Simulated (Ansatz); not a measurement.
**Question.** TaN (rock salt, space group No. 225) is relaxed with PBE in the plane-wave PAW code Ansatz. What lattice parameters of the conventional cell result?

**Answer.** a = 4.416 Å.

**Question.** Is it a metal or does it have a gap at this level?

**Answer.** No gap at this level.

Space group Fm-3m (rock salt). This is a known high-temperature phase of the composition, computed here at zero pressure and temperature. Symmetry was held in the PBE relaxation; whether a distortion lowers the energy is not shown. No spin polarisation was allowed. Scalar-relativistic: spin–orbit coupling is off unless named, which matters more the heavier the elements.

Potentials: the earlier of the program's two PAW sets.
